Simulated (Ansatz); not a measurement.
BP:
Space group P6₃mc (No. 186); a = b = 3.1908 Å, c = 5.2954 Å, α = β = 90.00°, γ = 120.00°

```json
[
 {"atom": "B", "site": "2b", "symmetry": "3m.", "x": "0.3333", "y": "0.6667", "z": "0.0004"},
 {"atom": "P", "site": "2b", "symmetry": "3m.", "x": "0.3333", "y": "0.6667", "z": "0.3746"}
]
```

Relaxed with r²SCAN. Plane-wave PAW r²SCAN (Ansatz code) gives a gap of 1.19 eV.

Task: What gap does HSE06 give on the same cell (Ansatz, PAW)?

Result: 1.70 eV, 0.51 eV more. The hybrid was solved on a coarser mesh and at special points; its gap is the smallest among all of these.

```csv
k,v1 r²SCAN,c1 r²SCAN,v1 HSE06,c1 HSE06
Γ,0.00,2.90,0.00,3.62
A,-1.37,4.01,…,…
K,-5.06,1.19,-5.26,1.70
H,-3.04,3.40,…,…
M,-2.21,1.37,…,…
L,-3.54,2.39,…,…
```

Task: Top valence (v1) and lowest conduction level (c1) in eV from each method's valence maximum (which need not be a listed point): supply the withheld HSE06 values.

Result: 
- M, v1 HSE06: -2.28
- M, c1 HSE06: 1.90
- A, v1 HSE06: -1.41
- A, c1 HSE06: 4.63
- L, v1 HSE06: -3.66
- L, c1 HSE06: 2.96
- H, v1 HSE06: -3.13
- H, c1 HSE06: 4.01

Cost on shared cores: the r²SCAN run (SCF on a 10×10×5 mesh, then bands and DOS) roughly 18 core-seconds, the HSE06 run (SCF on 7×7×4, then a few points) around 50 core-seconds (rough); the tasks are unlike.

Space group P6_3mc (wurtzite). The first step of the workflow began from a Materials Project structure, measured or hypothetical; the Crystallography Open Database copy checked does not list it. It is not the phase usual at ambient conditions (space group No. 216). The r²SCAN relaxation kept the symmetry of its start; phonons on a q-mesh show no instability.

Potentials: the earlier of the program's two PAW sets.
